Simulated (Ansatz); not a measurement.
# Field gradients of Bi2S3 from run to run

Cell of run 1: an entry of the Crystallography Open Database (COD), atoms as given.

Space group Pnma (No. 62); a = 11.2690, b = 3.9717, c = 11.1290 Å.

```csv
site,Wyckoff,site symmetry,x,y,z
Bi1,4c,.m.,0.0164,0.2500,0.6745
Bi5,4c,.m.,0.3406,0.2500,0.4661
S9,4c,.m.,0.0494,0.2500,0.1311
S13,4c,.m.,0.3773,0.2500,0.0604
S17,4c,.m.,0.2165,0.2500,0.8069
```

One atom of each set is listed.

Relaxed positions (PBE, cell held):

Bi1 (0.0103, 0.2500, 0.6751)
Bi5 (0.3368, 0.2500, 0.4680)
S9 (0.0500, 0.2500, 0.1293)
S13 (0.3774, 0.2500, 0.0564)
S17 (0.2165, 0.2500, 0.8064)

All runs are DFT with Ansatz 0.2.0 (plane waves and PAW, scalar-relativistic unless spin–orbit coupling is named, Γ-centred meshes, Fermi–Dirac smearing where given) in this cell.

Run 1: PBE, atoms as given; 420 eV, 3×7×3 k-points, smearing 0.02 eV.
Run 2: PBE, atoms relaxed; 420 eV, 3×7×3 k-points, smearing 0.02 eV.
Run 3: r2SCAN, at the relaxed atoms; 500 eV, 3×7×3 k-points, smearing 0.02 eV.

**Question.** What does each run give, and what moves the gradients most?

**Answer.** 

```tsv
run	Bi1 V_zz (η)	Bi5 V_zz (η)	S13 V_zz (η)
1	10.89 (0.73)	-23.6 (0.05)	-9.25 (0.32)
2	6.29 (0.89)	-17.78 (0.10)	-8.43 (0.10)
3	7.43 (0.86)	-20.3 (0.09)	-8.51 (0.12)
```

V_zz in 10²¹ V/m²; 3 of the 5 sets of like atoms are followed. Against run 1, the gradient tensors on these sites move by at most 6.68 in run 2 (Bi5), 4.66 in run 3 (Bi5). Taken one at a time, the positions of the atoms (as given or relaxed) move the tensors on these sites by up to 6.68 (largest principal value of the change, on Bi5), the functional (r2SCAN with its higher cutoff) by 2.55 (Bi5).

Leaving out spin–orbit coupling shifts gradients on Bi by a few per cent, and by more where contributions nearly cancel. In run 1 the atoms aren't at the calculated equilibrium (largest force 0.42 eV/Å).
